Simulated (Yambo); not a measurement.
G0W0@PBEsol for Ca$_{2}$Si (space group Pnma, No. 62) in Yambo (2×2×1 mesh, 6 Ry block, plasmon pole, screening fixed), without a terminator:

| bands N in G | gap Γ → Γ (eV) | shift of the valence edge (eV) |
|---|---|---|
| 138 | 0.571 | 0.531 |
| 228 | 0.641 | 0.150 |
| 349 | 0.673 | -0.007 |

Question: Extrapolate both columns to infinite N with E(N) = E∞ + A/N, test the form, and compare with the terminator.

Answer: From two points, E∞ = (N2 E2 − N1 E1)/(N2 − N1). The two largest N give 0.73 eV for the gap and -0.30 eV for the shift; the two smallest give 0.75 eV and -0.43 eV. For the gap the slopes A are -24 and -21 eV: the 1/N form holds. For the shift the slopes A are 130 and 100 eV: the form isn't reached, and its limit is uncertain. With the Bruneval-Gonze terminator and 349 bands the run gives 0.67 eV and -0.12 eV, 0.06 eV and 0.18 eV from the extrapolated values: the terminator too is an estimate of the remainder. Block, mesh and the bands in W are held fixed.

Geometry of the Materials Project entry, not relaxed at this level; primitive cell a = 7.605 Å, b = 4.832 Å, c = 9.022 Å, α = β = γ = 90.00°.

The structure is a Materials Project entry; no match was found in the copy of COD used, and its stability was not checked.

A shift is the quasiparticle energy of the state minus its PBEsol energy.
